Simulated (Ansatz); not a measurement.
Si$_{3}$N$_{4}$ in space group I-43d (No. 220; N on 16c, Si on 12b), plane-wave PAW r²SCAN (Ansatz code), all energies at zero smearing, with the estimated change up to a 700 eV cutoff added, with one set of potentials and settings (totals compare only within such a set). Cell of 14 atoms (8 N, 6 Si): -6929.480 eV.

```tsv
element	reference phase	E (eV/atom)
N	Pa-3, 8 atoms in the cell	-384.8315
Si	Fd-3m, 2 atoms in the cell	-639.0667
```

Formation energy per atom, worked out: (-6929.480 − 8×(-384.8315) − 6×(-639.0667))/14 = -1.173 eV/atom (-113 kJ per mol of atoms), at 0 K, without zero-point energy or fitted corrections.

The workflow started from an entry of the Crystallography Open Database (COD), which files this formula under 4 space groups. It is not the phase usual at ambient conditions (space group No. 176). The cell was relaxed with r²SCAN under the symmetry of its start; its stability against distortions is not shown here. The references are the lowest solids computed at this level, not always the standard phases (solids in place of the gases).

Potentials: the later of the program's two PAW sets.
